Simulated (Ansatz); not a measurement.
# An Ansatz input for ZnS with a Zn vacancy

```yaml
crystal:
  lattice:
    - [7.6454, 0.0, 0.0]
    - [-3.8227, 6.621110622, 0.0]
    - [0.0, 0.0, 12.52]
  atoms:
    - { symbol: Zn, position: [0.0, 0.5, 0.0] }
    - { symbol: Zn, position: [0.5, 0.0, 0.0] }
    - { symbol: Zn, position: [0.5, 0.5, 0.0] }
    - { symbol: Zn, position: [0.0, 0.0, 0.5] }
    - { symbol: Zn, position: [0.0, 0.5, 0.5] }
    - { symbol: Zn, position: [0.5, 0.0, 0.5] }
    - { symbol: Zn, position: [0.5, 0.5, 0.5] }
    - { symbol: Zn, position: [0.1666666666, 0.3333333334, 0.25] }
    - { symbol: Zn, position: [0.1666666666, 0.8333333334, 0.25] }
    - { symbol: Zn, position: [0.6666666666, 0.3333333334, 0.25] }
    - { symbol: Zn, position: [0.6666666666, 0.8333333334, 0.25] }
    - { symbol: Zn, position: [0.3333333334, 0.1666666666, 0.75] }
    - { symbol: Zn, position: [0.3333333334, 0.6666666666, 0.75] }
    - { symbol: Zn, position: [0.8333333334, 0.1666666666, 0.75] }
    - { symbol: Zn, position: [0.8333333334, 0.6666666666, 0.75] }
    - { symbol: S, position: [0.0, 0.0, 0.1875] }
    - { symbol: S, position: [0.0, 0.5, 0.1875] }
    - { symbol: S, position: [0.5, 0.0, 0.1875] }
    - { symbol: S, position: [0.5, 0.5, 0.1875] }
    - { symbol: S, position: [0.0, 0.0, 0.6875] }
    - { symbol: S, position: [0.0, 0.5, 0.6875] }
    - { symbol: S, position: [0.5, 0.0, 0.6875] }
    - { symbol: S, position: [0.5, 0.5, 0.6875] }
    - { symbol: S, position: [0.1666666666, 0.3333333334, 0.4375] }
    - { symbol: S, position: [0.1666666666, 0.8333333334, 0.4375] }
    - { symbol: S, position: [0.6666666666, 0.3333333334, 0.4375] }
    - { symbol: S, position: [0.6666666666, 0.8333333334, 0.4375] }
    - { symbol: S, position: [0.3333333334, 0.1666666666, 0.9375] }
    - { symbol: S, position: [0.3333333334, 0.6666666666, 0.9375] }
    - { symbol: S, position: [0.8333333334, 0.1666666666, 0.9375] }
    - { symbol: S, position: [0.8333333334, 0.6666666666, 0.9375] }
total_charge: -2
kpoints:
  mp_grid: { grid: [0, 3, 2] }
scf:
  occupations: { method: fermi_dirac, width: 0.01 }
  max_iter: 75
hamiltonian:
  xc: pbe
  pseudopotentials: { kind: paw }
output:
  forces: true
  stress: true
  populations: true
  efg:
    quadrupole_moments_barn: { Zn: 0.122, S: -0.0694 }
    contact_densities: true
```

```sh
ansatz run input.yaml --threads 1 --pin off --max-ram 3072MiB --backend cpu --events-out ev --progress --plain --runs-dir out
```

(1) What happens when this input is run?

## Answers

(1) The input was rejected before any iteration. The input holds a mesh with a zero. The program says:

```
Error: invalid value for `kpoints.mp_grid.grid`: each dimension must be in 1..=255
```

Against a sound input the change was `kpoints.mp_grid.grid`: [3, 3, 2] → [0, 3, 2]; `scf.max_iter`: not typed → 75.

With the sound settings the run converges and gives V_zz (10²¹ V/m²) Zn1 2.89 (η 0.48), Zn4 -0.74 (η 0.00), Zn5 -0.49 (η 0.66), Zn8 -1.99 (η 0.41), Zn10 0.90 (η 0.00), Zn12 -2.68 (η 0.23), among others; a site carries the number of its first atom in the input. The defect repeats with the cell of 31 atoms, so it feels its images: sites between two images don't show the values beside a lone defect, and zeros or small values of η there can come from the images' arrangement. S and Zn carry a gradient in the pure host already, so the values there aren't the defect's effect alone. A uniform background compensates the cell's charge. With a gap of 0.9 eV on this mesh, small gradients can still move by 0.1 × 10²¹ V/m² or more as the k-mesh gets denser. The neighbours have not yet relaxed around the defect (largest force 1.1 eV/Å), so a real crystal will differ.
